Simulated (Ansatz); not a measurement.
Data:

In3SbTe2:
Space group Immm (No. 71); a = 4.3227 Å, b = 6.0962 Å, c = 12.9600 Å, α = β = γ = 90.00°

| atom | site | symmetry | x | y | z |
|---|---|---|---|---|---|
| In | 2a | mmm | 0.0000 | 0.0000 | 0.0000 |
| In | 4i | mm2 | 0.0000 | 0.0000 | 0.3405 |
| Sb | 2d | mmm | 0.0000 | 0.5000 | 0.0000 |
| Te | 4j | mm2 | 0.5000 | 0.0000 | 0.1714 |
(The calculation used a cell of 6 atoms; values per cell refer to that cell.)

This is the PBEsol-relaxed structure.

**Question.** All from PBEsol in the plane-wave PAW code Ansatz, unless another level is named. Estimate the electronic character.

**Answer.** metallic (no gap).

**Question.** Predict the formation energy from the elements (no fitted shifts).

**Answer.** -0.22 eV/atom.

**Question.** And the density of states at the Fermi level?

**Answer.** 0.30 states/eV per atom (mean over ±0.08 eV).

The first step of the workflow began from a Materials Project structure, measured or hypothetical; the Crystallography Open Database copy checked does not list it. Whether it is the stable phase at ambient conditions was not checked. The cell was relaxed with PBEsol under the symmetry of its start; whether a distortion lowers the energy is not shown. The references are the lowest solids computed at this level, not always the standard phases. Scalar-relativistic: spin–orbit coupling is off unless named, which matters more the heavier the elements.

Potentials: the later of the program's two PAW sets.
